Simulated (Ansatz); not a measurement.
Mg, DFT, PBEsol, PAW with Ansatz's default frozen-core files, scalar-relativistic (Ansatz 0.2.0), run on 1 thread of Arm Neoverse V1 on a shared host.

The cell is a database entry far from equilibrium at this level of theory, probably a faulty or high-pressure entry; it serves as a test geometry alone. The listed cell was then made from it by scaling, straining or moving an atom.

Command: `ansatz run input.yaml --threads 1 --pin off --max-ram 3072MiB --backend cpu --events-out ev --progress --plain --runs-dir out`

```yaml
crystal:
  lattice:
    - [-1.461735, 1.461735, 1.4765]
    - [1.461735, -1.461735, 1.4765]
    - [1.461735, 1.461735, -1.4765]
  atoms:
    - { symbol: Mg, position: [0.0, 0.0, 0.0] }
kpoints:
  mp_grid: { grid: [16, 16, 16] }
scf:
  occupations: { method: fermi_dirac, width: 0.05 }
hamiltonian:
  xc: pbesol
  pseudopotentials: { kind: paw }
output:
  forces: true
  stress: true
  eigenvalues: true
  efg: { contact_densities: true }
```

(1) How large is the problem that the program sets up?

(2) About how long does it take, and how much memory does it use?

(3) And the same cell and mesh by crystal-made all-electron datasets, asked for forces, stress, eigenvalues, efg, on the same hardware?

## Answers

(1) 349 irreducible k-points, 233 plane waves at Γ, 9 bands.

(2) 3.2 s of wall time for 6 SCF iterations, with a peak of 0.3 GiB. Times on shared machines scatter by tens of per cent.

(3) 4.9 s, peak memory 0.28 GiB.
